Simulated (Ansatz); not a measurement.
Space group Cmce (No. 64). a = 9.038 Å, b = 10.116 Å, c = 8.925 Å, α = 90.00°, β = 90.00°, γ = 90.00°
```tsv
atom	site	symmetry	x	y	z
Si	16g	1	0.1698	0.8647	0.9078
O	8d	2..	0.8219	0.0000	0.0000
O	8e	.2.	0.7500	0.1147	0.2500
O	8f	m..	0.5000	0.1759	0.3800
O	8c	-1	0.2500	0.2500	0.0000
```

Equation of state of this SiO$_{2}$ structure (not necessarily the ground state), with shape and atoms relaxed at each volume where symmetry leaves them free. Method: DFT LDA, scalar-relativistic, plane waves, PAW (Ansatz).

Cutoff 420 eV; k points 4×4×4 on the computed 24-atom cell (Γ-centred); Gaussian smearing, width 0.02 eV; no spin polarisation.

```
V (Å³/atom) E − E(largest V) (meV/atom) P (GPa) gap on mesh (eV)
     14.961                        -2.83     7.78              5.56
     15.471                       -23.63     5.42              5.53
     15.981                       -37.36     3.34              5.48
     16.491                       -44.93     1.51              5.42
     17.001                       -47.25     0.01              5.38
     17.511                       -44.53    -2.13              5.34
     18.021                       -32.37    -5.55              5.26
     18.702                         0.00    -9.59              5.09
```

Q: Does one Birch–Murnaghan curve describe these points?

A: Not well: the fit leaves 1.16 meV/atom rms, which suggests a change of structure or state along the series.

The gaps are read on the mesh, which can miss the band edges, so they can be too wide.

This form isn't the usual stable structure of the compound.

Cost: 8 runs of about 96 core-minutes in all, on Intel Xeon Processor @ 2.50GHz (Skylake/Cascade Lake) (shared hosts).